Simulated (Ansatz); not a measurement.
Values for one crystal, relaxed and computed with the program Ansatz at the LDA level (PAW); other levels are named.

* **Volume per atom**: 13.89 Å³
* **Band gap**: 2.72 eV (indirect)
* **Electron effective mass**: 0.71, 1.4, 3.1 mₑ (principal values)
* **Electronic dielectric constant ε∞ (DFPT)**: 5.80 (xx), 4.91 (yy), 5.60 (zz)
* **Highest zone-centre frequency (without LO–TO term)**: 846 cm⁻¹
* **Valence-band maximum**: at Y2 (k = 0.500, 0.500, 0.000)
* **Hole effective mass**: 1.4, 1.9, 9.4 mₑ (principal values)

Question: Which compound is it?
A) Mg2TeS, R3m (Mg on 3a, Mg on 3a, Te on 3a, S on 3a)
B) FeS2, Pnnm (Fe on 2a, S on 4g)
C) VBiO4, C2 (V on 2a, Bi on 2b, O on 4c, O on 4c)
D) ZnCdTe2, R3m (Zn on 3a, Cd on 3a, Te on 3a, Te on 3a)

Answer: C, VBiO4, C2 (V on 2a, Bi on 2b, O on 4c, O on 4c)

The workflow started from a Materials Project entry (that database holds measured and hypothetical structures alike); the Crystallography Open Database copy checked does not list it. It is not the phase usual at ambient conditions (space group No. 88). The cell was relaxed with LDA under the symmetry of its start; of distortions, only those at the zone centre were tested. No spin polarisation was allowed. No Hubbard U is applied. Spin–orbit coupling is left out wherever it is not named.

Potentials: the later of the program's two PAW sets.
